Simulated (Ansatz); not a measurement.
Task: Write an Ansatz input for a single-point calculation of VF2 with PBEsol (scalar-relativistic), a cutoff of 420 eV (density cutoff 4 times that), a Γ-centred 10×10×10 mesh and Gaussian smearing of 0.05 eV, with collinear spin, starting moments 3.00, 0.00, 0.00 μB on the atoms in order. Forces, stress and eigenvalues are wanted, and also Löwdin populations. The structure:
```
CELL_PARAMETERS angstrom
0.0000000000 2.5238520607 2.5238520607
2.5238520607 0.0000000000 2.5238520607
2.5238520607 2.5238520607 0.0000000000
ATOMIC_POSITIONS crystal
V 0.0000000000 0.0000000000 0.0000000000
F 0.2500000000 0.2500000000 0.2500000000
F 0.7500000000 0.7500000000 0.7500000000
```

Result: 
```yaml
crystal:
  lattice:
    - [0.0, 2.5238520607, 2.5238520607]
    - [2.5238520607, 0.0, 2.5238520607]
    - [2.5238520607, 2.5238520607, 0.0]
  atoms:
    - { symbol: V, position: [0.0, 0.0, 0.0], spin: 3.0 }
    - { symbol: F, position: [0.25, 0.25, 0.25] }
    - { symbol: F, position: [0.75, 0.75, 0.75] }
basis:
  ecutwfc: 420
  ecutrho_ratio: 4
kpoints:
  mp_grid: { grid: [10, 10, 10] }
hamiltonian:
  xc: pbesol
scf:
  occupations: { method: gaussian, width: 0.05 }
output:
  forces: true
  stress: true
  eigenvalues: true
  populations: true
magnetization:
  spin_polarized: true
```

Launched as:
```sh
ansatz run input.yaml --threads 4 --pin off --max-ram 4096MiB --backend cpu --events-out ev --progress --plain --runs-dir out
```

Run as written, it has 27 valence electrons, 609 plane waves at Γ, 48 symmetry operations and 47 irreducible k-points; it took 10 SCF iterations in all. Run time: 2.9 s on 4 threads of Arm Neoverse N1, with other jobs on the host, peak memory 0.34 GiB.

This is a trial structure; measured cells of the compound in the Crystallography Open Database are in space group P42/mnm.
